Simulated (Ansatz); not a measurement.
VO₂ (rutile)

```xyz
6
Lattice="4.5372 0.0000 0.0000 0.0000 4.5372 0.0000 0.0000 0.0000 2.8031" Properties=species:S:1:pos:R:3 pbc="T T T"
V      0.0000     0.0000     0.0000
V      2.2686     2.2686     1.4016
O      1.3565     1.3565     0.0000
O      3.6251     0.9121     1.4016
O      0.9121     3.6251     1.4016
O      3.1807     3.1807     0.0000
```

Two coordinates are scanned: the volume, and the ratio of the stretch along z (the conventional c axis) to the stretch across it. Atoms keep their fractional coordinates.

Calculation: PBEsol (plane waves to 420 eV, PAW, scalar-relativistic; Ansatz, an electronic-structure program). k mesh 10×10×17 (Γ-centred), Fermi-Dirac smearing 0.05 eV. Stress and pressure are positive under compression. The magnetisation changes by over a third across the map, so nothing is fitted. As the atoms are clamped, bonds stretch with the cell, which overstates energies and stresses. With partly filled bands, the response to shear is sensitive to the k mesh, so small differences along c/a are uncertain. Relaxed VO2 ends ferromagnetic. The PAW data are Ansatz's earlier set. This is a high-temperature form of VO2. VO2 is run spin-polarised and with no Hubbard U. VO2 was relaxed with its symmetry unable to fall. The magnetic order is the one the run started from; other orders were not tried. The last digit holds for this mesh only.

Changes of σxx (GPa) from the point V/V₀ = 1.000, (c/a)/(c/a)₀ = 1.000 when one coordinate moves alone (two changes are said to add if the coupling is within 5 % of the smaller one, nearly so within 20 %):

```json
[
 {"point": "V/V₀ = 1.000, (c/a)/(c/a)₀ = 0.920", "change": "-4.99"},
 {"point": "V/V₀ = 1.000, (c/a)/(c/a)₀ = 0.947", "change": "-3.63"},
 {"point": "V/V₀ = 1.000, (c/a)/(c/a)₀ = 0.973", "change": "-1.89"},
 {"point": "V/V₀ = 0.920, (c/a)/(c/a)₀ = 1.000", "change": "25.50"},
 {"point": "V/V₀ = 0.947, (c/a)/(c/a)₀ = 1.000", "change": "15.76"},
 {"point": "V/V₀ = 0.973, (c/a)/(c/a)₀ = 1.000", "change": "7.32"},
 {"point": "V/V₀ = 1.027, (c/a)/(c/a)₀ = 1.000", "change": "-6.34"},
 {"point": "V/V₀ = 1.053, (c/a)/(c/a)₀ = 1.000", "change": "-11.82"},
 {"point": "V/V₀ = 1.080, (c/a)/(c/a)₀ = 1.000", "change": "-16.56"},
 {"point": "V/V₀ = 1.000, (c/a)/(c/a)₀ = 1.027", "change": "1.96"},
 {"point": "V/V₀ = 1.000, (c/a)/(c/a)₀ = 1.053", "change": "3.90"},
 {"point": "V/V₀ = 1.000, (c/a)/(c/a)₀ = 1.080", "change": "5.71"}
]
```

**Question.** What is the change at V/V₀ = 1.027, (c/a)/(c/a)₀ = 1.027, where both move, and how far is it from the sum?

**Answer.** The sum of the single changes is -6.34 + (1.96) = -4.38; the calculation gives -4.49, so the coupling contributes -0.11 (under 20 % of the smaller single change, nearly additive).

**Question.** Do the two effects add at V/V₀ = 1.080, (c/a)/(c/a)₀ = 0.973? Give the computed change.

**Answer.** The sum of the single changes is -16.56 + (-1.89) = -18.45; the calculation gives -18.20, so the coupling contributes 0.25 (under 20 % of the smaller single change, nearly additive).

**Question.** What is the change at V/V₀ = 1.053, (c/a)/(c/a)₀ = 1.080, where both move, and how far is it from the sum?

**Answer.** The sum of the single changes is -11.82 + (5.71) = -6.11; the calculation gives -6.85, so the coupling contributes -0.74 (under 20 % of the smaller single change, nearly additive).

(Under strain, the slope of the energy per volume gives the stress and its curvature an elastic modulus.)
